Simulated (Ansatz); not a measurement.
CdSe (wurtzite)

```yaml
crystal:
  lattice:
    - [4.38279, 0.00000, 0.00000]
    - [-2.19140, 3.79561, 0.00000]
    - [0.00000, 0.00000, 7.15602]
  atoms:
    - { symbol: Cd, position: [0.66667, 0.33333, 0.00043] }
    - { symbol: Cd, position: [0.33333, 0.66667, 0.50043] }
    - { symbol: Se, position: [0.66667, 0.33333, 0.62477] }
    - { symbol: Se, position: [0.33333, 0.66667, 0.12477] }
```

This relaxed cell (volume V₀) is scaled evenly in all directions, its shape held. The atoms relax within the cell's symmetry.

The numbers are results of PBE (plane waves to 420 eV, PAW, scalar-relativistic; Ansatz, a first-principles code), not measurements. k mesh 9×9×5 (Γ-centred), Fermi-Dirac smearing 0.05 eV. Energies are smeared free energies. Compression counts positive. CdSe was relaxed with its symmetry unable to fall. ΔE is measured from the relaxed starting cell.

```csv
V/V₀,P (GPa),ΔE (eV/atom)
0.940,3.18,0.0167
0.952,2.45,___
0.964,1.77,0.0057
0.976,1.14,___
0.988,0.55,0.0006
1.000,-0.01,0.0000
1.012,-0.52,0.0006
1.024,-1.01,___
1.036,-1.46,___
1.048,-1.88,0.0088
1.060,-2.27,___
```

### Question
Complete the blanks.

### Answer

- 0.952, ΔE (eV/atom): 0.0104
- 0.976, ΔE (eV/atom): 0.0025
- 1.024, ΔE (eV/atom): 0.0023
- 1.036, ΔE (eV/atom): 0.0051
- 1.060, ΔE (eV/atom): 0.0134

(Under strain, the slope of the energy per volume gives the stress and its curvature an elastic modulus.)
